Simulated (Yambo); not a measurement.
Yambo run on YOF (space group P4/nmm, No. 129). The wavefunctions come from this Quantum ESPRESSO step (PBEsol, PseudoDojo standard norm-conserving files, scalar-relativistic):

```
&CONTROL
  calculation = 'nscf'
  pseudo_dir = './pseudo'
  outdir = './out'
/
&SYSTEM
  ibrav = 0
  nat = 6
  ntyp = 3
  ecutwfc = 84.0
  ecutrho = 336.0
  occupations = 'fixed'
  force_symmorphic = .true.
  nbnd = 157
/
&ELECTRONS
  conv_thr = 6.000000000000001e-09
  diago_full_acc = .true.
  diago_thr_init = 1e-08
/
ATOMIC_SPECIES
O 15.9990 O.upf
F 18.9984 F.upf
Y 88.9058 Y.upf
CELL_PARAMETERS angstrom
  3.832270000000   0.000000000000   0.000000000000
  0.000000000000   3.832270000000   0.000000000000
  0.000000000000   0.000000000000   5.446660000000
ATOMIC_POSITIONS crystal
O   0.000000000000   0.000000000000   0.500000000000
O   0.500000000000   0.500000000000   0.500000000000
F   0.500000000000   0.500000000000   0.000000000000
F   0.000000000000   0.000000000000   0.000000000000
Y   0.500000000000   0.000000000000   0.711480000000
Y   0.000000000000   0.500000000000   0.288520000000
K_POINTS automatic
4 4 2 0 0 0
```

Yambo input:

```
rim_cut
gw0
dyson
el_el_corr
HF_and_locXC
ppa
em1d
RandQpts= 1000000
RandGvec= 1 Ry
EXXRLvcs= 84 Ry
VXCRLvcs= 336 Ry
Chimod= "HARTREE"
% BndsRnXp
 1 | 156 |
%
NGsBlkXp= 8 Ry
% LongDrXp
 1.0 | 1.0 | 1.0 |
%
PPAPntXp= 27.2114 eV
% GbndRnge
 1 | 156 |
%
GTermKind= "BG"
DysSolver= "n"
ExtendOut
% QPkrange
 1 | 1 | 24 | 25 |
 2 | 2 | 24 | 25 |
 5 | 5 | 24 | 25 |
 6 | 6 | 24 | 25 |
 8 | 8 | 24 | 25 |
 11 | 11 | 24 | 25 |
 12 | 12 | 24 | 25 |
%
```

k points by index: 1 = Γ, 2 = Z, 5 = X, 6 = R, 8 = (0.25, 0.25, -0.5), 11 = M, 12 = A.

Resulting energies as the program prints them:

```
#    K-point    Band    Eo [eV]    E [eV]    E-Eo [eV]    Vxc [eV]    Vnlxc [eV]    Sc|Eo [eV]    Sc|E [eV]    dSc/dw|Eo [eV]    Re(Z)    Im(Z)
#
    1    24    -0.246958    -1.191773    -0.944815    -19.27642    -24.45921    4.001399    4.237973    -6.812767    0.799765    -0.001083
    1    25    4.954164    5.700274    0.746110    -10.29700    -5.649151    -3.785471    -3.901734    -4.239814    0.865193    -0.760302E-3
    2    24    -0.128807    -1.068870    -0.940063    -19.62716    -24.88312    4.079675    4.315898    -6.837052    0.799195    -0.001083
    2    25    5.643463    6.946637    1.303174    -12.63257    -7.001775    -4.107202    -4.327626    -4.602333    0.855334    -0.819575E-3
    5    24    -0.693153    -1.773665    -1.080512    -19.52014    -25.13283    4.258399    4.532183    -6.894260    0.797854    -0.001070
    5    25    5.508313    6.727945    1.219632    -12.46144    -7.050890    -3.984820    -4.190913    -4.597874    0.855454    -0.819525E-3
    6    24    -1.014713    -2.099019    -1.084306    -18.64953    -24.17382    4.164359    4.439986    -6.916231    0.797340    -0.001253
    6    25    6.328442    7.806619    1.478178    -13.33354    -7.160149    -4.433779    -4.695217    -4.812425    0.849723    -0.865833E-3
    8    24    0.000000    -0.919078    -0.919078    -19.75419    -24.97389    4.069152    4.300624    -6.852486    0.798833    -0.001083
    8    25    5.472204    6.697256    1.225052    -12.42169    -7.024757    -3.963208    -4.171878    -4.634765    0.854463    -0.822131E-3
    11    24    -0.320077    -1.246690    -0.926613    -19.54026    -24.77670    4.075726    4.309825    -6.873901    0.798331    -0.001096
    11    25    5.121020    6.360780    1.239760    -13.11714    -7.903395    -3.754266    -3.973980    -4.822205    0.849463    -0.844924E-3
    12    24    -0.350777    -1.275226    -0.924449    -19.43318    -24.65024    4.059106    4.292603    -6.872283    0.798369    -0.001092
    12    25    5.527644    6.816243    1.288599    -13.42509    -8.092575    -3.810809    -4.043917    -4.922243    0.846819    -0.854967E-3
```
(The two width columns are left out.) Convergence of these settings isn't established.

Geometry of the Materials Project entry, not relaxed at this level.

The structure is a Materials Project entry; no match was found in the copy of COD used, and its stability was not checked.
